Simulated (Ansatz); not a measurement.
PbIF in space group P4/nmm (No. 129; Pb on 2c, I on 2c, F on 2a) at seven volumes, the program Ansatz at the r²SCAN+D4 level (PAW), shape and atoms relaxed at each. One row is withheld.

```json
[
 {"V (Å³/atom)": "24.465", "P (GPa)": "2.64"},
 {"V (Å³/atom)": "25.271", "P (GPa)": "1.56"},
 {"V (Å³/atom)": "26.078", "P (GPa)": "0.68"},
 {"V (Å³/atom)": "26.884", "P (GPa)": "0.00"},
 {"V (Å³/atom)": "27.691", "P (GPa)": "-0.47"},
 {"V (Å³/atom)": "28.497", "P (GPa)": "-0.76"},
 {"V (Å³/atom)": "29.304", "P (GPa)": "?"}
]
```

**Question.** Fit the shown pressures and predict the withheld one.

**Answer.** Third-order Birch–Murnaghan: P = (3/2)B₀(x^(7/2) − x^(5/2))[1 + (3/4)(B′ − 4)(x − 1)] with x = (V₀/V)^(2/3). Least squares on the six rows gives V₀ = 26.921 Å³/atom, B₀ = 18.14 GPa, B′ = 9.36. At V = 29.304, x = 0.9450 and P = -1.01 GPa. The run itself gave -0.81 GPa.

The first step of the workflow began from a Materials Project structure, measured or hypothetical; the Crystallography Open Database files this formula in space group No. 129, but the cells were not matched. Its standing as an ambient phase is unchecked. The r²SCAN+D4 relaxation kept the symmetry of its start; whether a distortion lowers the energy is not shown. Spin–orbit coupling is left out wherever it is not named.

Potentials: the later of the program's two PAW sets.
